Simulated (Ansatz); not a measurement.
Theory: DFT PBE, scalar-relativistic, plane waves, PAW (Ansatz). All cells share a 420 eV cutoff and Γ-centred k meshes spaced at most about 0.3 Å⁻¹ (about 0.25 or finer for metals, 2π included). No spin polarisation in the final relaxations.

These are static total energies at zero pressure.

Two forms of Ge2Sb3Se were relaxed alike.

A.

```xyz
6
Lattice="6.5680 0.0000 0.0000 -3.2840 5.6881 0.0000 0.0000 0.0000 4.5304" Properties=species:S:1:pos:R:3 pbc="T T T"
Ge    0.0000    3.7921    0.0000
Ge    3.2840    1.8960    0.0000
Sb    3.2840    0.0000    2.2652
Sb   -1.6420    2.8440    2.2652
Sb    1.6420    2.8440    2.2652
Se    0.0000    0.0000    2.2652
```

B.

```xyz
6
Lattice="5.8113 0.0000 0.0000 0.0000 5.8113 0.0000 0.0000 0.0000 5.6508" Properties=species:S:1:pos:R:3 pbc="T T T"
Ge    0.0000    2.9056    2.8254
Ge    2.9056    0.0000    2.8254
Sb    2.9056    2.9056    2.8254
Sb    0.0000    2.9056    0.0000
Sb    2.9056    0.0000    0.0000
Se    2.9056    2.9056    0.0000
```

Question: Which is lower in energy, and by how much?

Answer: A is lower, by 73 meV/atom. A has space group P6/mmm (No. 191), 28.2 Å³/atom and no gap on its mesh; B has space group P4/mmm (No. 123), 31.8 Å³/atom and no gap. Counting Ge or Sb atoms around Se (for each partner element, those within 1.25 times its shortest distance or 1.15 times the sum of covalent radii, where it is the nearest in units of that sum or under 1.3; the shortest distance is added where it exceeds 1.18 times the sum of covalent radii), A has Se 6 from 3.3 Å and B has Se 6. The denser one is the lower, and pressure would at first widen the difference. Even the lower one lies +0.36 eV/atom against the reference forms of the elements (uncorrected), so neither is stable at this level. In A, Ge is surrounded by 6 Sb at 2.95 Å; Sb has 4 Ge at 2.95 Å, 2 Se at 3.28 Å and 4 Sb at 3.28 Å; around Se lie 6 Sb at 3.28 Å. In B, Ge has 4 Sb at 2.83–2.91 Å; Sb on a site of symmetry 4/mmm is surrounded by 2 Se at 2.83 Å and 4 Ge at 2.91 Å; Se has 6 Sb at 2.83–2.91 Å; 1 more site not described. Both come from invented guesses. A third cell relaxed alike, in P-4m2, lies 156 meV/atom below the lower of the two.

These runs have no spin–orbit coupling, which can matter for Sb. A magnetic state wasn't ruled out in cells without spin, among them P6/mmm, P4/mmm. Cells relaxed within their symmetry can be saddle points.
